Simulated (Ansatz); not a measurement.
Method: DFT PBE, scalar-relativistic, plane waves, PAW (Ansatz 0.2.0). All cells share a 420 eV cutoff and Γ-centred k meshes spaced at most about 0.3 Å⁻¹ (about 0.25 or finer for metals, 2π included). No spin polarisation in the final relaxations.

These are static total energies at zero pressure.

Two relaxed structures of Sn2Te3O:

A.

```
CELL_PARAMETERS angstrom
3.20879 1.85260 5.01290
-3.20879 1.85260 5.01290
0.00000 -3.70519 5.01290
ATOMIC_POSITIONS crystal
Sn 0.13409 0.13409 0.13409
Sn 0.86591 0.86591 0.86591
Te 0.50000 0.50000 0.00000
Te 0.00000 0.50000 0.50000
Te 0.50000 0.00000 0.50000
O 0.00000 0.00000 0.00000
```

B.

```
CELL_PARAMETERS angstrom
-3.08086 3.08086 5.09783
3.08086 -3.08086 5.09783
3.08086 3.08086 -5.09783
ATOMIC_POSITIONS crystal
Sn 0.75000 0.25000 0.50000
Sn 0.25000 0.75000 0.50000
Te 0.69455 0.69455 0.00000
Te 0.30545 0.30545 0.00000
Te 0.00000 0.00000 0.00000
O 0.50000 0.50000 0.00000
```

**Question.** Which form is favoured at zero pressure, and by what margin per atom?

**Answer.** A is lower, by 32 meV/atom. A has space group R-3m (No. 166), 29.8 Å³/atom and no gap on its mesh; B has space group I4/mmm (No. 139), 32.3 Å³/atom and no gap. Counting O or Te atoms around Sn (for each partner element, those within 1.25 times its shortest distance or 1.15 times the sum of covalent radii, where it is the nearest in units of that sum or under 1.3; a plus sign parts groups by distance over the sum of covalent radii), A has Sn 1+9 and B has Sn 4. In A, Sn is surrounded by 1 O at 2.02 Å, 3 Te at 3.52 Å and 6 Te at 3.79 Å; around Te lie 2 O at 3.21 Å, 4 Te at 3.21 Å, 2 Sn at 3.52 Å and 4 Sn at 3.79 Å; O is surrounded by 2 Sn at 2.02 Å and 6 Te at 3.21 Å. In B, around Sn lie 4 Te at 3.13 Å; Te on a site of symmetry 4mm has 1 O at 1.98 Å, 1 Te at 3.11 Å and 4 Sn at 3.13 Å; O has 2 Te at 1.98 Å; 1 more site not described. Both come from invented guesses. A third cell relaxed alike, in P4mm, lies 187 meV/atom below the lower of the two.

Weakly bound directions are ill-defined at this level, which has no dispersion term (R-3m), and this can change margins and order among such cells. Spin–orbit coupling, which can matter for Te, is left out. The zero gap of I4/mmm may come from the functional, which often closes small gaps. Cells relaxed within their symmetry can be saddle points.
